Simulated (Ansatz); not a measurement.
Stress against strain in MgS

```xyz
2
Lattice="0.0000 2.6016 2.6016 2.6016 0.0000 2.6016 2.6016 2.6016 0.0000" Properties=species:S:1:pos:R:3 pbc="T T T"
Mg    0.0000    0.0000    0.0000
S     2.6016    2.6016    2.6016
```

Atoms are numbered in the order listed.

Conventional cell: a = 5.203 Å, b = 5.203 Å, c = 5.203 Å, α = 90.00°, β = 90.00°, γ = 90.00°. Mg (atom 1) is surrounded by 6 S at 2.60 Å. S (atom 2) is surrounded by 6 Mg at 2.60 Å.

The cell is COD entry 9008672, as deposited and not checked against the literature; nothing was relaxed.

The calculation used DFT, PBEsol, all-electron LAPW, scalar-relativistic (Ansatz 0.2.0).

Sampling and basis: a Γ-centred 10×10×10 k mesh, Fermi–Dirac smearing of 0.03 eV, basis error target 0.25 meV/atom, no spin polarisation.

The strain is applied along the Cartesian axes of the cell as listed (the other components stay zero). Fractional coordinates are held (clamped ions).

σ is the change of stress from the unstrained cell, which is at -0.96 GPa; tension is positive, so slopes are stress–strain coefficients at that pressure.

Only quantities that a quadratic follows smoothly over the whole series are listed; rougher ones are left out.

```
    εzz  σzz (GPa)  σxx (GPa)
-0.0200      -3.25      -0.82
-0.0100      -1.53      -0.40
 0.0000       0.00       0.00
 0.0200       2.55       0.76
```

Q: Fit the series and read off the stiffness at zero strain.

A: Least-squares fits y = p0 + p1 x + p2 x² to the rows give σzz (GPa): p1 = 145, p2 = -880; σxx (GPa): p1 = 39.5, p2 = -77. So C11 = 145 GPa and C12 = 39 GPa, which gives B = (C11 + 2 C12)/3 = 74 GPa.

Q: One run, at εzz = 0.0100, is withheld. Predict its row.

A: The fits give 1.36, 0.39; the run gave 1.35, 0.39.
